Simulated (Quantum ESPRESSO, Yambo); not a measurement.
## Levels of theory for the gap of Ga$_{2}$O$_{3}$

Ga₂O₃ (corundum, space group R-3c, No. 167): one geometry, one set of PBE (stringent potentials; pw.x of Quantum ESPRESSO, ONCV potentials, without SOC) orbitals, self-energies from Yambo (4×4×4 Γ-centred k mesh, bands 17 to 237 and a 10 Ry block in the screening, 237 bands in G with the Bruneval-Gonze terminator, plasmon pole fitted at 27.2 eV).

Cell and atoms were relaxed with PBEsol from Materials Project entry mp-1243, within its symmetry.

```csv
level,"gap (0, 0, 0.25) → Γ (eV)",direct gap at Γ (eV),rough Yambo cost
PBE (Quantum ESPRESSO),2.86,3.07,–
exchange only (Hartree-Fock self-energy on PBE orbitals),12.43,12.57,about 1/7 (8 states)
static COHSEX@PBE,5.41,5.65,within a factor of two (3 states)
"G0W0@PBE, plasmon pole",4.36,4.56,1 (8 states)
```

Bare exchange has no screening and gives the widest gap; static COHSEX screens it but leaves out the frequency dependence, which G0W0 restores.

Costs are rough ratios of core time on shared machines.

Nearest settings tried, and what they do to the gap: 148 bands in G: +11 meV; 6 Ry block (175 vectors against 351): -166 meV. Not varied: bands in W, mesh. So the settings aren't converged at that level.

Spin-orbit splittings are left out.

This is not the ordinary phase of the substance.
